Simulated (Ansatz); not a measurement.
Crystals of one structure type (wurtzite) and one family of elements, relaxed and computed with the program Ansatz at the PBEsol level (PAW).

| crystal | K_Hill (GPa) | G_Hill (GPa) |
|---|---|---|
| GaAs | 69.2 | 42.6 |
| BAs | 141 | 131 |
| BP | 170 | 164 |
| GaN | 188 | ? |
| AlN | 201 | 119 |
| BN | 385 | 389 |

Q: Fit a straight line to ln G against ln K and predict the withheld value.

A: Least squares on the 5 shown rows: ln G = 1.23 × ln K + (-1.398), with a scatter of 21.7 %. For GaN this gives 155. The run itself gave 107, a miss of 44.9 % of that.

Not the usual ambient phase: GaAs, wurtzite; BAs, wurtzite; BP, wurtzite. All cells were relaxed under the symmetry of their starts (and spin orders); stability against distortions was not tested throughout. Spin–orbit coupling is left out wherever it is not named.

Potentials: the earlier of the program's two PAW sets. The files were generated under PBE; for other functionals the program regenerates the frozen cores, and for LDA and PBEsol the local potential too.
